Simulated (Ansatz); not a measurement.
## How the vibrations of HBr change with volume

Computed with DFT LDA, scalar-relativistic, plane waves, PAW in Ansatz 0.2.0. Cutoff 420 eV, 10×10×10 k-points (Γ-centred), fixed occupations. No spin polarisation. Phonons by linear response, acoustic sum rule imposed.

The cell, relaxed at this level:
```cif
data_structure
_symmetry_space_group_name_H-M 'I4/mmm'
_symmetry_Int_Tables_number 139
_cell_length_a 4.8914
_cell_length_b 4.8914
_cell_length_c 3.3320
_cell_angle_alpha 90.000
_cell_angle_beta 90.000
_cell_angle_gamma 90.000
_cell_volume 79.72
loop_
_atom_site_label
_atom_site_type_symbol
_atom_site_symmetry_multiplicity
_atom_site_Wyckoff_symbol
_atom_site_fract_x
_atom_site_fract_y
_atom_site_fract_z
_atom_site_occupancy
H1 H 2 a 0.00000 0.00000 0.00000 1
Br1 Br 2 b 0.00000 0.00000 0.50000 1
```

The crystal is built of chains and no dispersion correction was added, so the binding between them is poorly described, and with it their spacing and whatever depends on it. The run warned that the response to a field isn't converged on this k mesh, and the frequencies, which stand on the same mesh, can be rough too.

Cells at 0.98 and 1.02 times the equilibrium volume were relaxed in shape and atoms; γ = −d ln ν / d ln V, modes matched by rank.

Task: Give the optical frequencies at Γ without the LO field (cm⁻¹) at the three volumes and the mode Grüneisen parameters.

Result:
| 0.98 V | V | 1.02 V | γ | degeneracy |
| --- | --- | --- | --- | --- |
| 1967i | 1970i | 1973i | – | 1 |
| 962i | 960i | 958i | – | 2 |

i marks imaginary modes: the cell is unstable against these displacements at all three volumes, and γ isn't given for them.

Task: What pressures hold the two strained cells, and what bulk modulus follows?

Result: 0.18 GPa at 0.98 V and -0.15 GPa at 1.02 V, so B = −dP/d ln V ≈ 8 GPa.

Task: How does the gap respond?

Result: It is 0.83, 0.91 and 0.98 eV at 0.98, 1 and 1.02 V: dE_g/d ln V = 3.9 eV.